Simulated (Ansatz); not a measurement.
WSe2:
```xyz
6
Lattice="6.2116 0.0000 0.0000 0.0000 6.2116 0.0000 0.0000 0.0000 3.3768" Properties=species:S:1:pos:R:3 pbc="T T T"
W      0.0000     0.0000     0.0000
W      3.1058     3.1058     1.6884
Se     1.7766     1.7766     0.0000
Se     4.8824     1.3292     1.6884
Se     1.3292     4.8824     1.6884
Se     4.4349     4.4349     0.0000
```

This is the PBE-relaxed structure.

Q: All from plane-wave PAW PBE (Ansatz code), unless another level is named. Estimate the electronic character.

A: metallic (no gap).

Q: Give the formation energy from the elements (no fitted shifts).

A: -0.070 eV/atom.

Q: What about the density of states at the Fermi level?

A: 0.69 states/eV per atom (mean over ±0.08 eV).

Space group P4_2/mnm. The cell is a constructed one: a structure type filled with these elements; neither database checked (COD, Materials Project) lists it. It is not the phase usual at ambient conditions (space group No. 194). Symmetry was held in the PBE relaxation; its stability against distortions is not shown here. The run is not spin-polarised. The references are the lowest solids computed at this level, not always the standard phases. Scalar-relativistic: spin–orbit coupling is off unless named, which matters more the heavier the elements.

Potentials: the later of the program's two PAW sets.
